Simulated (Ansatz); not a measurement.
TePb:
```xyz
2
Lattice="0.0000 3.2590 3.2590 3.2590 0.0000 3.2590 3.2590 3.2590 0.0000" Properties=species:S:1:pos:R:3 pbc="T T T"
Te     0.0000     0.0000     0.0000
Pb     3.2590     3.2590     3.2590
```

Relaxed with HSE06.

Problem. Give the Bader charges and basin volumes of the independent atoms, HSE06 (plane waves, PAW; program Ansatz).

Solution. 

```tsv
atom	Bader charge (e)	Bader volume (Å³)
Te1	-0.80	41.4
Pb2	+0.80	27.8
```

Space group Fm-3m (rock salt). Symmetry was held in the HSE06 relaxation. Scalar-relativistic: spin–orbit coupling is off unless named, which matters more the heavier the elements.

Potentials: the later of the program's two PAW sets.
